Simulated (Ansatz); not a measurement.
Ru:
```
CELL_PARAMETERS angstrom
      2.70476     0.00000     0.00000
     -1.35238     2.34239     0.00000
      0.00000     0.00000     4.26609
ATOMIC_POSITIONS crystal
  Ru 0.66667 0.33333 0.75000
  Ru 0.33333 0.66667 0.25000
```

Relaxed with r²SCAN. Special points in fractions of this cell's reciprocal vectors: Γ (0.000, 0.000, 0.000); M (0.500, 0.000, 0.000); K (0.333, 0.333, 0.000); A (0.000, 0.000, 0.500); L (0.500, 0.000, 0.500); H (0.333, 0.333, 0.500).

### Question
List the band energies nearest the Fermi level at these points for r²SCAN in the plane-wave PAW code Ansatz.

### Answer
In eV from the Fermi level; about four levels below and three above (degenerate sets whole), none deeper than 8.9 eV; … stands for higher levels left out; points with the same levels are listed once.

| k | below | above |
|---|---|---|
| Γ | -2.03 -2.03 -1.52 -1.52 | 1.22 1.22 … |
| M | -3.22 -2.19 -1.91 -1.59 | 1.44 1.89 1.99 |
| K | -3.99 -3.01 -3.01 -1.14 | 1.05 1.05 1.51 |
| A | -2.94 -2.94 -2.94 -2.94 -2.84 -2.84 | … |
| L | -4.78 -4.78 -1.15 -1.15 | 0.45 0.45 1.72 1.72 |
| H | -2.89 -2.89 -1.27 -1.27 | 1.26 1.26 … |

Space group P6_3/mmc (hcp (Mg type)). The cell was relaxed with r²SCAN under the symmetry of its start. The run is not spin-polarised. Spin–orbit coupling is left out wherever it is not named.

Potentials: the earlier of the program's two PAW sets.
